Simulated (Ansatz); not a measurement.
With r²SCAN in the plane-wave PAW code Ansatz, HfO$_{2}$ in the orthorhombic phase (Pca2_1; Hf on 4a, O on 4a, O on 4a) relaxes to a = 5.247 Å, b = 5.031 Å, c = 5.060 Å. O on 4a has 3 nearest neighbours from 2.03 Å (trigonal planar). Its formation energy from the elements is -3.75 eV/atom, with no fitted shifts.

The Kohn–Sham gap is 4.94 eV (indirect). HSE06 on the same cell gives 6.09 eV. Gap from r²SCAN with spin–orbit coupling: 4.89 eV. The electron mass is 1.3, 1.9, 5.0 mₑ (principal values). The hole mass is 1.0, 2.0, 23 mₑ (principal values).

The elastic constants imply a Debye temperature near 500 K. Bader charges are Hf +2.74, O -1.38 to -1.36 e.

Symmetry was held in the r²SCAN relaxation. No spin polarisation was allowed. The references are the lowest solids computed at this level, not always the standard phases (solids in place of the gases). Scalar-relativistic: spin–orbit coupling is off unless named, which matters more the heavier the elements.

Potentials: the earlier of the program's two PAW sets.
